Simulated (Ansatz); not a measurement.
FeS2:
```
CELL_PARAMETERS angstrom
      4.43877     0.00000     0.00000
      0.00000     5.40953     0.00000
      0.00000     0.00000     3.38957
ATOMIC_POSITIONS crystal
  Fe 0.00000 0.00000 0.00000
  Fe 0.50000 0.50000 0.50000
  S  0.20626 0.37517 0.00000
  S  0.79374 0.62483 0.00000
  S  0.70626 0.12483 0.50000
  S  0.29374 0.87517 0.50000
```

Relaxed with PBE. Independent-particle spectrum: no excitons, no local fields, no scissors shift; 0.1 eV broadening; ε₁ of the summed bands alone.

**Question.** Tabulate the dielectric function from the program Ansatz at the PBE level (PAW).

**Answer.** 

| E (eV) | ε₁ xx | ε₂ xx | ε₁ yy | ε₂ yy | ε₁ zz | ε₂ zz |
|---|---|---|---|---|---|---|
| 0.0 | 22.14 | 0.00 | 20.64 | 0.00 | 18.85 | 0.00 |
| 0.4 | 22.81 | 0.00 | 21.13 | 0.00 | 19.36 | 0.00 |
| 0.8 | 25.50 | 0.00 | 22.98 | 0.00 | 21.33 | 0.00 |
| 1.2 | 35.88 | 9.72 | 29.04 | 3.53 | 28.91 | 5.71 |
| 1.6 | 24.54 | 13.59 | 30.23 | 7.02 | 23.09 | 8.62 |
| 2.0 | 24.35 | 17.53 | 34.73 | 23.26 | 27.00 | 18.89 |
| 2.4 | 18.38 | 27.57 | 21.12 | 29.98 | 12.15 | 23.48 |
| 2.8 | 5.86 | 28.94 | 0.09 | 30.81 | 9.54 | 20.16 |
| 3.2 | 1.44 | 17.98 | -1.21 | 17.86 | 4.01 | 18.25 |
| 3.6 | 3.49 | 15.25 | 1.64 | 15.73 | 2.14 | 13.93 |
| 4.0 | -0.49 | 15.22 | -1.15 | 14.48 | -1.69 | 19.27 |
| 4.4 | 0.18 | 13.54 | -0.81 | 11.56 | -5.25 | 8.88 |
| 4.8 | 0.29 | 10.22 | -0.97 | 10.94 | -0.72 | 6.98 |
| 5.2 | -1.03 | 12.51 | -2.74 | 10.93 | 0.00 | 6.77 |
| 5.6 | -2.54 | 9.16 | -2.82 | 8.52 | -0.12 | 7.52 |
| 6.0 | -1.45 | 8.16 | -2.29 | 6.91 | -0.59 | 6.41 |
| 6.4 | -1.40 | 8.46 | -1.62 | 6.14 | -0.25 | 5.23 |
| 6.8 | -2.53 | 6.89 | -1.56 | 4.96 | 0.14 | 4.65 |
| 7.2 | -1.34 | 5.63 | -0.45 | 4.00 | 1.25 | 4.66 |
| 7.6 | -0.64 | 5.61 | -0.05 | 4.34 | 1.70 | 5.88 |
| 8.0 | -0.59 | 6.04 | 0.92 | 4.24 | 0.00 | 4.94 |
| 8.4 | -1.36 | 6.16 | 1.37 | 4.31 | 0.19 | 4.33 |
| 8.8 | -1.32 | 5.23 | 3.08 | 5.27 | 1.45 | 3.52 |
| 9.2 | -0.60 | 5.14 | 1.16 | 8.39 | 2.71 | 4.44 |
| 9.6 | -1.37 | 5.85 | -0.60 | 6.46 | 3.29 | 6.70 |
| 10.0 | -1.77 | 5.17 | -0.09 | 7.44 | 0.53 | 7.84 |
| 10.4 | -1.76 | 4.65 | -2.47 | 7.41 | -0.79 | 6.89 |
| 10.8 | -1.80 | 4.45 | -3.16 | 5.84 | -1.78 | 5.97 |
| 11.2 | -2.03 | 4.62 | -3.33 | 4.50 | -1.70 | 5.12 |
| 11.6 | -2.74 | 3.82 | -3.25 | 3.51 | -1.27 | 4.59 |
| 12.0 | -2.68 | 3.21 | -2.60 | 2.83 | -1.68 | 4.80 |

**Question.** From ε at 1.4 eV (xx: 27.20 + 15.70i), find n, k, the normal reflectivity and the absorption coefficient.

**Answer.** n = 5.41, k = 1.450, R = 50 %, α = 2kE/ħc = 210000 cm⁻¹.

With all bands, ε∞ without local fields is 22.3 (xx), 20.8 (yy), 19.0 (zz). DFPT, with local fields, gives 21.7 (xx), 20.3 (yy), 18.6 (zz).

Space group Pnnm. Symmetry was held in the PBE relaxation; phonons on a q-mesh show no instability. The workflow began spin-polarised and lost its moments.

Potentials: the later of the program's two PAW sets.
